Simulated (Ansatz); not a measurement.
SrTl: two-dimensional strain map

Theory: Ansatz 0.2.0, DFT LDA, scalar-relativistic, plane waves, PAW. The runs took a 420 eV cutoff, a Γ-centred 12×12×12 mesh and Gaussian smearing (0.15 eV). Spin–orbit coupling is left out, which can shift energies with elements as heavy as these. No spin polarisation. Energies are free energies at this smearing, counted from the undisturbed cell; pressure is positive in compression.

Zero of the scan (as given, not relaxed at this level; it stands at -1.9 GPa, and it needn't be the usual structure):

```
Sr Tl
1.0
     4.03200    0.00000    0.00000
     0.00000    4.03200    0.00000
     0.00000    0.00000    4.03200
Sr Tl
1 1
Direct
  0.00000 0.00000 0.00000
  0.50000 0.50000 0.50000
```

The cell is strained by p along both x and y and by q along z, fractional coordinates fixed. Points are written (p, q).

Energy above the undisturbed cell in meV/atom (a dash: not computed):

| p \ q | -0.050 | 0.000 | 0.050 |
| --- | --- | --- | --- |
| -0.050 | 18.7 | -3.8 | -1.4 |
| 0.000 | ? | 0.0 | ? |
| 0.050 | 37.0 | 64.1 | – |

Question: Fill in the withheld energies.

Answer: (0.000, -0.050): -8.6; (0.000, 0.050): 26.8.